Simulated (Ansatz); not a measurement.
## How long does this Ansatz run take?

```yaml
crystal:
  lattice:
    - [9.7899514332, 0.0, 0.0]
    - [-4.8949757166, 8.4783466429, 0.0]
    - [0.0, 0.0, 3.40940719]
  atoms:
    - { symbol: Rb, position: [0.0, 0.0, 0.5] }
    - { symbol: Nb, position: [0.37721937, 0.89095004, 0.74910043] }
    - { symbol: Nb, position: [0.10904996, 0.48626933, 0.74910043] }
    - { symbol: Nb, position: [0.51373067, 0.62278063, 0.74910043] }
    - { symbol: Nb, position: [0.62278063, 0.10904996, 0.25089957] }
    - { symbol: Nb, position: [0.89095004, 0.51373067, 0.25089957] }
    - { symbol: Nb, position: [0.48626933, 0.37721937, 0.25089957] }
    - { symbol: S, position: [0.6666666667, 0.3333333333, 0.75080907] }
    - { symbol: S, position: [0.3333333333, 0.6666666667, 0.24919093] }
    - { symbol: S, position: [0.05916327, 0.71114484, 0.75253445] }
    - { symbol: S, position: [0.28885516, 0.34801843, 0.75253445] }
    - { symbol: S, position: [0.65198157, 0.94083673, 0.75253445] }
    - { symbol: S, position: [0.94083673, 0.28885516, 0.24746555] }
    - { symbol: S, position: [0.71114484, 0.65198157, 0.24746555] }
    - { symbol: S, position: [0.34801843, 0.05916327, 0.24746555] }
kpoints:
  mp_grid: { grid: [4, 4, 10] }
scf:
  occupations: { method: fermi_dirac, width: 0.05 }
hamiltonian:
  xc: pbe
  pseudopotentials: { kind: paw_fr }
output:
  forces: true
  stress: true
  populations: true
  efg:
    quadrupole_moments_barn: { Rb: 0.1335, Nb: -0.32, S: -0.0694 }
    contact_densities: true
magnetization:
  noncollinear: true
  spin_orbit: true
```

```sh
ansatz run input.yaml --threads 1 --pin off --max-ram 3072MiB --backend cpu --events-out ev --progress --plain --runs-dir out
```

It runs on 1 thread of Arm Neoverse V2 (aarch64; 28 cores open to the job, memory cap 3.0 GiB, no GPU), a shared host with a load of 1.0 a core.

**Question.** Estimate the wall time and the peak memory.

**Answer.** About 12 min of wall time (12 min of CPU time) and 2.3 GiB. The run holds 135 valence electrons in 166 bands, about 5531 plane waves a k-point and 32 irreducible k-points, and took 9 SCF iterations. Times on a shared host vary by tens of per cent.
